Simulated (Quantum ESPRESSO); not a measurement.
WMoHfPd5, input and log of a self-consistent run

A calculation, not a measurement. The program is pw.x of Quantum ESPRESSO 7.5 (plane-wave density functional theory). The cell is made up: eight metal atoms on a hexagonal close-packed lattice, with elements, volume, strain and displacements drawn at random and not relaxed, so it may be unstable or far from any real phase. PseudoDojo standard norm-conserving files set the functional (PBE unless stated); there is no spin polarisation or spin-orbit coupling, the Fermi-Dirac width of 0.25 eV means electrons at about 2900 K, and the masses in the input are unused placeholders. Heavy elements are run without spin-orbit coupling, which real alloys of them have. A spin test at this wide smearing found no moment, but such smearing suppresses magnetism that the real alloy may have.

Input:

```
&control calculation='scf', pseudo_dir='./dojo.nc.sr.pbe.v0_5.standard.upf', outdir='./o', disk_io='minimal', tprnfor=.true., tstress=.true. /
&system ibrav=0, nat=8, ntyp=4, nbnd=83, ecutwfc=82.02448710, nosym=.true., tot_charge=0,
 occupations='smearing', smearing='fd', degauss=0.0183746611
/
&electrons conv_thr=1.470e-08, electron_maxstep=70, mixing_beta=0.5 /
ATOMIC_SPECIES
Hf 1.0 Hf.upf
Mo 1.0 Mo.upf
Pd 1.0 Pd.upf
W 1.0 W.upf
CELL_PARAMETERS angstrom
-2.8104 0.0201 -0.0346
-0.0575 0.0144 -4.7158
0.0695 -9.7927 0.0301
ATOMIC_POSITIONS angstrom
W 0.0634 -0.0028 -0.0842
Mo 0.067 -4.9127 0.0023
Hf -0.0537 -3.2844 -2.3425
Pd -0.0423 -8.088 -2.3837
Pd -1.4384 -2.4835 -0.005
Pd -1.3087 -7.3225 0.0421
Pd -1.3975 -0.8372 -2.3366
Pd -1.4302 -5.6963 -2.3091
K_POINTS automatic
8 5 3 1 1 1
```

The log is shortened where brackets say so; the opening notice, blank lines, dates and the lines on written files are dropped, and the path of the files is cut. It prints rydbergs, bohrs and kilobars, and counts compression as positive stress. Its total energy is the free energy E - TS of the whole cell.

```
     Program PWSCF v.7.5
     Parallel version (MPI & OpenMP), running on       4 processor cores
     Number of MPI processes:                 4
     Threads/MPI process:                     1
     [start-up lines left out]
     bravais-lattice index     =            0
     lattice parameter (alat)  =       5.3114  a.u.
     unit-cell volume          =     875.6519 (a.u.)^3
     number of atoms/cell      =            8
     number of atomic types    =            4
     number of electrons       =       130.00
     number of Kohn-Sham states=           83
     kinetic-energy cutoff     =      82.0245  Ry
     charge density cutoff     =     328.0979  Ry
     scf convergence threshold =      1.5E-08
     mixing beta               =       0.5000
     number of iterations used =            8  plain     mixing
     Exchange-correlation= PBE
                           (   1   4   3   4   0   0   0)
     [axes and pseudopotential details left out]
   Cartesian axes
     site n.     atom                  positions (alat units)
         1        W      tau(   1) = (   0.0225568  -0.0009962  -0.0299571  )
         2        Mo     tau(   2) = (   0.0238376  -1.7478658   0.0008183  )
         3        Hf     tau(   3) = (  -0.0191057  -1.1685408  -0.8334268  )
         4        Pd     tau(   4) = (  -0.0150497  -2.8775905  -0.8480851  )
         5        Pd     tau(   5) = (  -0.5117614  -0.8835925  -0.0017789  )
         6        Pd     tau(   6) = (  -0.4656161  -2.6052369   0.0149786  )
         7        Pd     tau(   7) = (  -0.4972098  -0.2978633  -0.8313276  )
         8        Pd     tau(   8) = (  -0.5088440  -2.0266591  -0.8215435  )
     number of k points=    60  Fermi-Dirac smearing, width (Ry)=  0.0184
                       cart. coord. in units 2pi/alat
        k(    1) = (  -0.0621266  -0.0484586  -0.0589919), wk =   0.0333333
        k(    2) = (  -0.0607650   0.1428984  -0.0584242), wk =   0.0333333
     [further k points left out]
     Dense  grid:    87903 G-vectors     FFT dimensions: (  32,  54, 108)
     Estimated max dynamical RAM per process >     379.93 MB
     Estimated total dynamical RAM >       1.42 GB
     Initial potential from superposition of free atoms
     starting charge     129.9953, renormalised to     130.0000
     Starting wfcs are   75 randomized atomic wfcs +    8 random wfcs
     total cpu time spent up to now is        7.2 secs
     per-process dynamical memory:   297.5 Mb
     Self-consistent Calculation
     iteration #  1     ecut=    82.02 Ry     beta= 0.50
     Davidson diagonalization with overlap
     ethr =  1.00E-02,  avg # of iterations =  4.5
     total cpu time spent up to now is       29.9 secs
     total energy              =   -1748.50056660 Ry
     estimated scf accuracy    <      18.44788610 Ry
     iteration #  2     ecut=    82.02 Ry     beta= 0.50
     Davidson diagonalization with overlap
     ethr =  1.00E-02,  avg # of iterations =  4.8
     total cpu time spent up to now is       56.1 secs
     total energy              =   -1738.31572295 Ry
     estimated scf accuracy    <     319.24244766 Ry
     iteration #  3     ecut=    82.02 Ry     beta= 0.50
     Davidson diagonalization with overlap
     ethr =  1.00E-02,  avg # of iterations =  4.3
     total cpu time spent up to now is       80.3 secs
     total energy              =   -1758.64749674 Ry
     estimated scf accuracy    <      24.36757791 Ry
     iteration #  4     ecut=    82.02 Ry     beta= 0.50
     Davidson diagonalization with overlap
     ethr =  1.00E-02,  avg # of iterations =  2.0
     total cpu time spent up to now is       98.1 secs
     total energy              =   -1760.07631482 Ry
     estimated scf accuracy    <       5.10484895 Ry
     iteration #  5     ecut=    82.02 Ry     beta= 0.50
     Davidson diagonalization with overlap
     ethr =  3.93E-03,  avg # of iterations =  2.4
     total cpu time spent up to now is      114.8 secs
     total energy              =   -1760.00423492 Ry
     estimated scf accuracy    <       8.52008726 Ry
     [iterations 6 to 16 left out]
     iteration # 17     ecut=    82.02 Ry     beta= 0.50
     Davidson diagonalization with overlap
     ethr =  1.02E-08,  avg # of iterations =  1.0
     total cpu time spent up to now is      316.4 secs
     total energy              =   -1760.10180563 Ry
     estimated scf accuracy    <       0.00000098 Ry
     iteration # 18     ecut=    82.02 Ry     beta= 0.50
     Davidson diagonalization with overlap
     ethr =  7.54E-10,  avg # of iterations =  1.3
     total cpu time spent up to now is      332.0 secs
     total energy              =   -1760.10180570 Ry
     estimated scf accuracy    <       0.00000047 Ry
     iteration # 19     ecut=    82.02 Ry     beta= 0.50
     Davidson diagonalization with overlap
     ethr =  3.63E-10,  avg # of iterations =  1.9
     total cpu time spent up to now is      348.2 secs
     total energy              =   -1760.10180573 Ry
     estimated scf accuracy    <       0.00000031 Ry
     iteration # 20     ecut=    82.02 Ry     beta= 0.50
     Davidson diagonalization with overlap
     ethr =  2.41E-10,  avg # of iterations =  1.0
     total cpu time spent up to now is      363.7 secs
     total energy              =   -1760.10180577 Ry
     estimated scf accuracy    <       0.00000002 Ry
     iteration # 21     ecut=    82.02 Ry     beta= 0.50
     Davidson diagonalization with overlap
     ethr =  1.19E-11,  avg # of iterations =  2.0
     total cpu time spent up to now is      381.0 secs
     End of self-consistent calculation
     [lines on levels left out]
!    total energy              =   -1760.10180576 Ry
     estimated scf accuracy    <          7.9E-09 Ry
     smearing contrib. (-TS)   =      -0.11055781 Ry
     internal energy E=F+TS    =   -1759.99124795 Ry
     The total energy is F=E-TS. E is the sum of the following terms:
     one-electron contribution =    -528.32418000 Ry
     hartree contribution      =     343.29784408 Ry
     xc contribution           =    -293.78184947 Ry
     ewald contribution        =   -1281.18306256 Ry
     convergence has been achieved in  21 iterations
     Forces acting on atoms (cartesian axes, Ry/au):
     atom    1 type  4   force =    -0.01031243    0.01668618    0.01890530
     atom    2 type  2   force =    -0.00212762   -0.04049877    0.00760300
     atom    3 type  1   force =    -0.00268445    0.02199792   -0.00187011
     atom    4 type  3   force =     0.01150906   -0.04620132    0.01225030
     atom    5 type  3   force =     0.00989772    0.03142317    0.00448569
     atom    6 type  3   force =    -0.00718443   -0.01796341   -0.01087755
     atom    7 type  3   force =    -0.00105123    0.02642664   -0.02091128
     atom    8 type  3   force =     0.00195337    0.00812958   -0.00958534
     Total force =     0.090846     Total SCF correction =     0.000560
     Computing stress (Cartesian axis) and pressure
          total   stress  (Ry/bohr**3)                   (kbar)     P=      -22.73
  -0.00006863   0.00002889  -0.00008164          -10.10        4.25      -12.01
   0.00002889   0.00002113   0.00002666            4.25        3.11        3.92
  -0.00008164   0.00002666  -0.00041609          -12.01        3.92      -61.21
     init_run     :      6.70s CPU      6.94s WALL (       1 calls)
     electrons    :    366.19s CPU    373.81s WALL (       1 calls)
     forces       :      2.70s CPU      2.71s WALL (       1 calls)
     stress       :      9.64s CPU      9.64s WALL (       1 calls)
     [timing details left out]
     PWSCF        :   6m25.52s CPU   6m33.43s WALL
     JOB DONE.
```

In other units: free energy -23947.405 eV for the cell, pressure -2.27 GPa, largest force component 1.188 eV/Å in size. The run took 395 s of wall time with four MPI processes on a shared machine (Intel Xeon, 2023 or later, virtual cores), so the time is rough. A rerun of this cell at a higher cutoff and on a denser mesh moved values by no more than 0.021 eV in energy, 0.16 GPa in stress and 0.011 eV/Å in force, and a second program with other atomic files agreed on that cell to 2 % rms in force and 0.5 GPa in pressure.